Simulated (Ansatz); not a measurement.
SnS:
```
SnS
1.0
    1.84034    -5.44827     0.00000
    1.84034     5.44827     0.00000
    0.00000     0.00000     5.57223
Sn S
2 2
Direct
  0.14276   0.85724   0.75000
  0.85724   0.14276   0.25000
  0.80686   0.19314   0.75000
  0.19314   0.80686   0.25000
```

This is the LDA-relaxed structure. x, y and z are the axes in which the lattice vectors are written.

**Question.** All from plane-wave PAW LDA (Ansatz code), unless another level is named. Estimate the Born charges (a third of the trace).

**Answer.** Sn +2.85, S -2.85 e.

**Question.** Predict the Bader charges.

**Answer.** Sn +0.90, S -0.90 e.

**Question.** And the electronic dielectric constant ε∞ (DFPT)?

**Answer.** 7.76 (xx), 7.45 (yy), 13.9 (zz).

Space group Cmcm. The workflow started from a Materials Project entry (that database holds measured and hypothetical structures alike); the Crystallography Open Database files this formula in space group No. 63, but the cells were not matched. It is not the phase usual at ambient conditions (space group No. 62). The LDA relaxation kept the symmetry of its start; its stability against distortions is not shown here. A crystal of weakly bound layers computed without a dispersion correction: the cell and the soft elastic constants depend strongly on that. Scalar-relativistic: spin–orbit coupling is off unless named, which matters more the heavier the elements.

Potentials: the later of the program's two PAW sets.
